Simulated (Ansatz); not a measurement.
TiAl:
```
CELL_PARAMETERS angstrom
      2.82186     0.00000     0.00000
      0.00000     2.82186     0.00000
      0.00000     0.00000     4.07733
ATOMIC_POSITIONS crystal
  Al 0.50000 0.50000 0.50000
  Ti 0.00000 0.00000 0.00000
```

Relaxed with PBE. Special points in fractions of this cell's reciprocal vectors: Γ (0.000, 0.000, 0.000); X (0.000, 0.500, 0.000); M (0.500, 0.500, 0.000); Z (0.000, 0.000, 0.500); R (0.000, 0.500, 0.500); A (0.500, 0.500, 0.500).

**Question.** List the band energies nearest the Fermi level at these points for DFT-PBE in the program Ansatz with PAW potentials.

**Answer.** In eV from the Fermi level; about four levels below and three above (degenerate sets whole), none deeper than 8.9 eV; points with the same levels are listed once.

```json
[
 {"k": "Γ", "below": "-1.88 -0.85 -0.40", "above": "2.15 2.15 3.30"},
 {"k": "X", "below": "-4.57 -4.53 -1.72 -0.26", "above": "1.74 2.51 4.32"},
 {"k": "M", "below": "-0.47 -0.47 -0.40 -0.22 -0.22", "above": "4.19 4.93 5.96"},
 {"k": "Z", "below": "-7.59 -5.27 -0.69", "above": "0.61 1.81 1.81"},
 {"k": "R", "below": "-4.92 -2.95 -1.20 -1.16", "above": "1.35 1.79 2.29"},
 {"k": "A", "below": "-2.52 -2.26 -2.26", "above": "1.75 2.12 2.69"}
]
```

Space group P4/mmm (L1₀ or tetragonal B2). The PBE relaxation kept the symmetry of its start; phonons on a q-mesh show no instability. The run is not spin-polarised.

Potentials: the later of the program's two PAW sets.
